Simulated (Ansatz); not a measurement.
## NbZn3

```
Nb Zn
1.0
     3.93400    0.00000    0.00000
     0.00000    3.93400    0.00000
     0.00000    0.00000    3.93400
Nb Zn
1 3
Direct
  0.00000 0.00000 0.00000
  0.00000 0.50000 0.50000
  0.50000 0.00000 0.50000
  0.50000 0.50000 0.00000
```

Atom numbers follow the list: Nb1, Zn2, Zn3, Zn4.

The geometry is COD entry 2310977, unchecked; take it as a test cell.

Spin polarisation is left out, and whether a magnetic state lies lower isn't shown here.

Methods: DFT, PBEsol, all-electron LAPW, scalar-relativistic (Ansatz 0.2.0); DFT, PBEsol, PAW with Ansatz's default frozen-core files, scalar-relativistic (Ansatz 0.2.0).

For LAPW: a Γ-centred 10×10×10 k mesh, Fermi–Dirac smearing of 0.05 eV, basis error target 1 meV/atom, no spin polarisation. PAW takes a cutoff of 420 eV at this cell (files made with PBE, cores remade for this functional). The Ansatz runs share mesh, smearing and spin set-up. Values come from LAPW unless marked.

```yaml
Pressure_at_this_cell: -5.44 GPa
Band_gap: "none: with an odd electron count and no spin polarisation the bands can't all be full, a metal in this set-up (in compounds, spin order or a distortion in a larger cell can open a gap)"
Density_of_states_at_the_Fermi_level_0.2_eV_bin: 1.41 states/eV per cell
Löwdin_charges_with_1.28_e_of_the_cell_spilling_out_of_the_atomic_basis_so_their_sizes_and_signs_hang_on_that_basis: Nb1 -1.28, Zn2 0.86 e
Bader_charges_from_the_PAW_run: Nb1 +0.73, Zn2 -0.24 e
Volume_per_atom: 102.7 bohr³
```
